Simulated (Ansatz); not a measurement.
YB$_{2}$ in space group P6/mmm (No. 191; Y on 1a, B on 2d) at seven volumes, the program Ansatz at the LDA level (PAW), shape and atoms relaxed at each. One row is withheld.

| V (Å³/atom) | P (GPa) |
|---|---|
| 10.523 | 19.86 |
| 10.870 | 12.63 |
| 11.217 | 5.87 |
| 11.564 | 0.01 |
| 11.911 | ? |
| 12.258 | -9.46 |
| 12.605 | -13.25 |

Task: Fit the shown pressures and predict the withheld one.

Result: P = (3/2)B₀(x^(7/2) − x^(5/2))[1 + (3/4)(B′ − 4)(x − 1)] with x = (V₀/V)^(2/3). Least squares on the six rows gives V₀ = 11.571 Å³/atom, B₀ = 180 GPa, B′ = 3.34. At V = 11.911, x = 0.9809 and P = -4.97 GPa. The run itself gave -5.07 GPa.

The first step of the workflow began from a Materials Project structure, measured or hypothetical; the Crystallography Open Database files this formula in space group No. 191, but the cells were not matched. Its standing as an ambient phase is unchecked. The LDA relaxation kept the symmetry of its start; of distortions, only those at the zone centre were tested. No spin polarisation was allowed.

Potentials: the later of the program's two PAW sets.
